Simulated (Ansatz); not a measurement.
The start is a generated cell, Ru built in the AFLOW prototype A_tP12_96_ab (as in Si). A full variable-cell relaxation at zero pressure is run with PBEsol (plane waves to 420 eV, PAW, scalar-relativistic; Ansatz, a program for electronic structure). The first steps use a coarse 5×5×4 k-mesh.

Input geometry:
```yaml
crystal:
  lattice:
    - [5.04722, 0.00000, 0.00000]
    - [0.00000, 5.04722, 0.00000]
    - [0.00000, 0.00000, 6.35950]
  atoms:
    - { symbol: Ru, position: [0.08490, 0.08490, 0.00000] }
    - { symbol: Ru, position: [0.58490, 0.41510, 0.25000] }
    - { symbol: Ru, position: [0.41510, 0.58490, 0.75000] }
    - { symbol: Ru, position: [0.91510, 0.91510, 0.50000] }
    - { symbol: Ru, position: [0.17520, 0.37920, 0.27420] }
    - { symbol: Ru, position: [0.67520, 0.12080, 0.97580] }
    - { symbol: Ru, position: [0.32480, 0.87920, 0.47580] }
    - { symbol: Ru, position: [0.82480, 0.62080, 0.77420] }
    - { symbol: Ru, position: [0.62080, 0.82480, 0.22580] }
    - { symbol: Ru, position: [0.12080, 0.67520, 0.02420] }
    - { symbol: Ru, position: [0.87920, 0.32480, 0.52420] }
    - { symbol: Ru, position: [0.37920, 0.17520, 0.72580] }
```

Question: How does the volume change?

Answer: +5.4 %, from 13.50 to 14.22 Å³/atom.

Question: How do the shortest distances between atoms change?

Answer: The closest pairs of elements (up to four, under 3.6 Å), start → end: Ru–Ru 2.08 → 2.50 Å.

Question: What band gap does the relaxed structure have at this level?

Answer: Zero (metallic).

The space group stays P4₃2₁2 (No. 96) (the run could not lower it), with 12 atoms in the primitive cell. Final values are on a 8×8×5 k-mesh of the relaxed cell. The start holds a very short contact (Ru–Ru 2.08 Å). No spin polarisation in the result.

The run could not lose the symmetry of its start: the end is stationary, and may be a saddle point rather than a minimum.

The relaxed structure here is a generated cell of Ru: the first start was made by placing the elements on the sites of a structure type, and the end was not matched to a known phase here, so it may be hypothetical. Known forms of Ru include space group No. 194.
